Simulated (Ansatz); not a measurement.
Given:

Sr:
```yaml
crystal:
  lattice:
    - [4.19105, 0.00000, 0.00000]
    - [-2.09553, 3.62956, 0.00000]
    - [0.00000, 0.00000, 6.88650]
  atoms:
    - { symbol: Sr, position: [0.33333, 0.66667, 0.25000] }
    - { symbol: Sr, position: [0.66667, 0.33333, 0.75000] }
```

This is the PBEsol-relaxed structure.

Task: All from PBEsol (plane waves, PAW; program Ansatz), unless another level is named. Estimate the Poisson's ratio.

Result: 0.27.

Task: Give the highest zone-centre frequency.

Result: 96 cm⁻¹.

Space group P6_3/mmc (hcp (Mg type)). The workflow started from a Materials Project entry (that database holds measured and hypothetical structures alike); the Crystallography Open Database files this formula in space group No. 194, but the cells were not matched. It is not the phase usual at ambient conditions (space group No. 225). Symmetry was held in the PBEsol relaxation; of distortions, only those at the zone centre were tested. As this level gives no gap, phonon frequencies hold no LO–TO term and depend on the k-mesh and smearing (Fermi–Dirac, 0.1 eV here).

Potentials: the later of the program's two PAW sets.
